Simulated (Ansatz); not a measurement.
**Ba3PrBr (P6/mmm)**

These are results of Ansatz 0.2.0, DFT PBE, scalar-relativistic, plane waves, PAW, and for the lanthanide a 4f-in-core norm-conserving potential, not measurements.

Cutoff 660 eV; k points 6×6×8 on the computed 5-atom cell (Γ-centred); Gaussian smearing, width 0.10 eV; no spin polarisation.

The structure is relaxed at this level of theory with its symmetry kept, and needn't be the ground state of this composition.

Space group P6/mmm (No. 191), hexagonal, a = 8.433 Å, c = 5.679 Å. Ba has 2 Pr at 4.22 Å and 4 Ba at 4.22 Å; around Pr lie 2 Br at 2.84 Å and 6 Ba at 4.22 Å; Br is surrounded by 2 Pr at 2.84 Å.

- Volume per atom: 69.95 Å³
- Kohn–Sham band gap: none (metal)
- Density of states at the Fermi level: 7.4 states/eV per cell

Spin-orbit coupling is left out, which matters for the bands of heavy elements.

Another cell of Ba3PrBr relaxed alike, in Pm-3m, lies 0.36 eV/atom lower, so this cell isn't the stable form at this level.

The cell was found from a structure generator's guess, not taken from experiment.

The lanthanide is trivalent by construction, without f bands, f moments or other valences.
